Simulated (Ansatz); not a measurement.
According to the program Ansatz at the LDA level (PAW), SiSe$_{2}$ in the orthorhombic phase (Ibam; Se on 8j, Si on 4a) relaxes to a = 6.079 Å, b = 8.824 Å, c = 5.807 Å. Se has 2 nearest neighbours from 2.28 Å (bent); Si has 4 nearest neighbours from 2.28 Å (tetrahedral). Against the elements it lies at -0.37 eV/atom, with no fitted shifts.

It is gapped at this level: 1.36 eV (indirect). Gap from LDA with spin–orbit coupling: 1.36 eV. Electrons at the band edge weigh 0.38, 0.53, 0.67 mₑ (principal values). The hole mass is 1.0, 1.1, 1.1 mₑ (principal values).

An equation-of-state fit gives a bulk modulus of 12.9 GPa. Bader charges are Se -0.97, Si +1.93 e.

The LDA relaxation kept the symmetry of its start. A crystal of weakly bound chains computed without a dispersion correction: the cell and the soft elastic constants depend strongly on that. The references are the lowest solids computed at this level, not always the standard phases. Spin–orbit coupling is left out wherever it is not named.

Potentials: the later of the program's two PAW sets.
